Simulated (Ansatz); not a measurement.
BeS:
```xyz
2
Lattice="0.0000 2.4343 2.4343 2.4343 0.0000 2.4343 2.4343 2.4343 0.0000" Properties=species:S:1:pos:R:3 pbc="T T T"
Be     2.4343     2.4343     2.4343
S      1.2171     1.2171     1.2171
```

Tensor components refer to the Cartesian frame of this cell.

Give the proper piezoelectric stress tensor with relaxed ions from plane-wave PAW r²SCAN (Ansatz code).

In C/m², rows x, y, z, Voigt columns; mesh uncertainty up to 0.00.
```
0.00  0.00  0.00  0.24  0.00  0.00
0.00  0.00  0.00  0.00  0.24  0.00
0.00  0.00  0.00  0.00  0.00  0.24
```

The elastic tensor of the same run (GPa):

```csv
,1,2,3,4,5,6
1,165,63.9,63.9,0.0,0.0,0.0
2,63.9,165,63.9,0.0,0.0,0.0
3,63.9,63.9,165,0.0,0.0,0.0
4,0.0,0.0,0.0,87.3,0.0,0.0
5,0.0,0.0,0.0,0.0,87.3,0.0
6,0.0,0.0,0.0,0.0,0.0,87.3
```

Convert to strain constants d = e·S.

In pC/N:
```
0.0  0.0  0.0  2.7  0.0  0.0
0.0  0.0  0.0  0.0  2.7  0.0
0.0  0.0  0.0  0.0  0.0  2.7
```

Space group F-43m (zinc blende). Symmetry was held in the r²SCAN relaxation. The volume moved by 28 % from the start of the relaxation.

Potentials: the later of the program's two PAW sets.
